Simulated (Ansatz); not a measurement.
Os (hcp (Mg type), P6_3/mmc) at seven volumes, the program Ansatz at the PBE level (PAW), shape and atoms relaxed at each. One row is withheld.

```tsv
V (Å³/atom)	P (GPa)
12.992	46.92
13.420	28.51
13.848	13.02
14.276	0.00
14.705	?
15.133	-20.10
15.561	-27.77
```

Fit the shown pressures and predict the withheld one.

P = (3/2)B₀(x^(7/2) − x^(5/2))[1 + (3/4)(B′ − 4)(x − 1)] with x = (V₀/V)^(2/3). Least squares on the six rows gives V₀ = 14.277 Å³/atom, B₀ = 397 GPa, B′ = 4.81. At V = 14.705, x = 0.9805 and P = -10.92 GPa. The run itself gave -10.94 GPa.

Symmetry was held in the PBE relaxation. The run is not spin-polarised. Scalar-relativistic: spin–orbit coupling is off unless named, which matters more the heavier the elements.

Potentials: the later of the program's two PAW sets.
